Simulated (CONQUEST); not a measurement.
A self-consistent single point of SrTiO₃ (Pm-3m, 5 atoms in the cell; from Materials Project mp-5229, changed as shown).

```
CELL_PARAMETERS angstrom
      3.81834     0.00000     0.00000
      0.00000     3.81834     0.00000
      0.00000     0.00000     3.81834
ATOMIC_POSITIONS crystal
  Sr 0.00000 0.00000 0.00000
  Ti 0.50000 0.50000 0.50000
  O  0.50000 0.00000 0.50000
  O  0.00000 0.50000 0.50000
  O  0.50000 0.50000 0.00000
```

Level of theory: LDA (PW92), numerical atomic orbitals double-zeta with polarisation (the shipped basis), PseudoDojo norm-conserving potentials made for LDA (CONQUEST).

CONQUEST settings:

- basis: DZP
- Diag.MPMeshX, Y, Z: 6 6 6
- potentials: PseudoDojo norm-conserving LDA
- Grid.GridCutoff: 140 Ha
- DM.SolutionMethod: diagon
- Diag.kT: 0.000367 Ha
- Diag.GammaCentred: true
- minE.SCTolerance: 1.0e-06
- SC.MaxIters: 100
- SC.LinearMixingFactor: 0.3
- AtomMove.TypeOfRun: static

Results:

* **Number of valence electrons**: 40
* **Number of bands**: 72
* **Number of k-points after the program's reduction**: 154
* **Size of the basis**: 72
* **Number of SCF iterations**: 9
* **FFT grid**: 40 × 40 × 40
* **Free energy E − TS**: -3904.1301 eV
* **Top of the valence band (on the code's own zero)**: -9.95 eV
* **Gap on the k-point mesh**: 1.79 eV
* **Pressure**: 7.71 GPa

The gap is read on the k-point mesh of the run and can differ from the gap over the whole zone at this level.

For comparison: a first run was changed to give this one (lattice scaled by 0.98), and from it to this one the free energy rises by 6.6 meV/atom, the pressure goes from -4.35 to 7.71 GPa and the gap on the mesh goes from 1.693 to 1.791 eV.

The program uses no crystal symmetry, so grid and mesh can part values that symmetry would make equal. The atom-centred basis is finite, which shifts total energies, pressures and gaps against plane waves. The structure comes from a collection of computed structures, made at another level of theory; the collection holds predicted forms beside known ones. Its lattice was then scaled.

Cost on one core: very roughly 3 core-minutes.
